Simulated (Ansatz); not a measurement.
Starting cell, Hf (hcp, Mg type):

```
CELL_PARAMETERS angstrom
      3.15907     0.00000     0.00000
     -1.57954     2.73584     0.00000
      0.00000     0.00000     4.99993
ATOMIC_POSITIONS crystal
  Hf 0.33333 0.66667 0.75000
  Hf 0.66667 0.33333 0.25000
```

In this cell atom 2 (Hf, nearest neighbour Hf at 3.095 Å; its periodic images, 3.2 Å or more away, move with it) is moved by s along Cartesian z, unit vector (0.000, 0.000, 1.000); all other atoms and the cell stay fixed.

Computed with PBEsol (plane waves to 420 eV, PAW, scalar-relativistic; Ansatz, a program for electronic structure). k mesh 14×14×8 (Γ-centred), Fermi-Dirac smearing 0.05 eV. E stands for the smeared free energy. Compression counts positive. Left out: 2 of 11 points, with atoms too close for the PAW data. With partly filled bands, energies and forces of such displacements shift with the k mesh and the smearing. F∥ is the force on the atom along that direction. Hf is run without spin polarisation. Hf was relaxed with its symmetry unable to fall. Spin-orbit coupling is left out, though Hf is heavy. ΔE is measured from the undisplaced structure.

| s (Å) | ΔE (meV/cell) | F∥ (eV/Å) | P (GPa) |
|---|---|---|---|
| -0.496 | 877 | 4.390 | 11.5 |
| -0.372 | 436 | 2.794 | 6.6 |
| -0.248 | 167 | 1.582 | 3.0 |
| -0.124 | 34 | 0.611 | 0.7 |
| 0.000 | 0 | 0.000 | 0.0 |
| 0.124 | 34 | -0.611 | 0.7 |
| 0.248 | 167 | -1.582 | 3.0 |
| 0.372 | 436 | -2.794 | 6.6 |
| 0.496 | 877 | -4.390 | 11.5 |

Summary:

The energy at s = 0.496 Å is 877 meV/cell. The force along the line at s = -0.496 Å is 4.39 eV/Å. Symmetry of the curve: even: the same for both signs. Shape of the curve: a single well with its minimum at or next to zero displacement.

(A displaced cell: forces are minus the slopes of the energy, force constants its curvatures, and phonons follow from these.)
